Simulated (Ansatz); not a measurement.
## Elastic constants of BTe: input and output

All numbers below come from Ansatz, DFT PBE, scalar-relativistic, plane waves, PAW.

It can be run as:
```bash
ansatz run input.yaml --threads 1 --pin off --backend cpu --events-out ev --progress --plain --runs-dir out  # memory cap (--max-ram) not shown
```

Input (bare energies are in eV):
```yaml
crystal:
  lattice:
    - [0.0, 2.546486676, 2.546486676]
    - [2.546486676, 0.0, 2.546486676]
    - [2.546486676, 2.546486676, 0.0]
  atoms:
    - { symbol: B, position: [0.0, 0.0, 0.0] }
    - { symbol: Te, position: [0.5, 0.5, 0.5] }
basis:
  ecutwfc: 420
kpoints:
  mp_grid: { grid: [14, 14, 14] }
hamiltonian:
  xc: pbe
scf:
  occupations: { method: fermi_dirac, width: 0.15 }
output:
  forces: true
  stress: true
  eigenvalues: true
elastic:
  mode: clamped_ion
  amplitude: 0.005
```

From the output:
```
--- Elastic constants: 2 strain directions × 4 members + reference (group order 48) ---
  dense FFT box of the reference and of every strained cell: 25×25×25
  strains applied: 11, 23; error gains: componentwise 1.00 (the most a stress slope's error grows in a printed constant), spectral 1.73 (1 for all six strains in a standard setting)
  C = ∂σ_k/∂η_j (tension-positive GPa; Voigt order 11 22 33 23 13 12):
       174.001     53.676     53.676     -0.000      0.000     -0.000
        53.676    174.001     53.676     -0.000      0.000     -0.000
        53.676     53.676    174.001      0.000      0.000      0.000
        -0.000      0.000      0.000     62.508     -0.000     -0.000
         0.000     -0.000     -0.000      0.000     62.508      0.000
        -0.000      0.000      0.000      0.000      0.000     62.508
  reference stress σ⁰ (GPa):      0.000      0.000      0.000      0.000      0.000      0.000
  C* (energy form; C + prestress term) asymmetry max|C*_kj − C*_jk| = 4.263e-14 GPa — a small one proves nothing (zero by symmetry where the batch's group is 432, −43m or m−3m); a large one is finite-difference/SCF noise where every solve ...
  moduli (Voigt/Reuss/Hill, GPa): K = 93.78/93.78/93.78   G = 61.57/61.55/61.56   E = 151.52   ν = 0.231
  mechanically stable: yes (min eigenvalue of sym C = 62.51 GPa)
  strain η (Voigt 11):  stress-route row diagonal C_11 = 174.00 GPa, energy-path curvature d²(F+E_count+ΔE)/dδ²/Ω₀ = 174.02 GPa
    cells at ±δ against ±2δ: C11 174.08 and 174.31 GPa, apart by 0.13 % of the column's largest entry
         δ    σ_11 (GPa) F (eV) n_scf n_hpsi n_pw
    -1.000e-2      -1.8420       -7133.7908216       9   71064    653
    -5.000e-3      -0.8947       -7133.7922209       4   52583    654
     5.000e-3       0.8461       -7133.7922446       4   54150    662
     1.000e-2       1.6442       -7133.7909543       7   62293    666
  strain η (Voigt 23):  stress-route row diagonal C_44 = 62.51 GPa, energy-path curvature d²(F+E_count+ΔE)/dδ²/Ω₀ = 62.54 GPa
    cells at ±δ against ±2δ: C44 62.52 and 62.55 GPa, apart by 0.05 % of the column's largest entry
         δ    σ_23 (GPa) F (eV) n_scf n_hpsi n_pw
    -1.000e-2      -0.6255       -7133.7920398       8  122189    657
    -5.000e-3      -0.3126       -7133.7925197       4   96200    658
     5.000e-3       0.3126       -7133.7925197       4   93143    658
     1.000e-2       0.6255       -7133.7920398       7  106605    657
```

The cell was built by swapping an element in a database structure (itself possibly hypothetical) and relaxing; it need not be the stable form of this composition. In a metal, frequencies and elastic constants depend on the k mesh and the smearing, soft modes and shear constants most.

Every atom sits on an inversion centre, so no strain shifts the atoms against each other, and clamped-ion and relaxed constants are the same.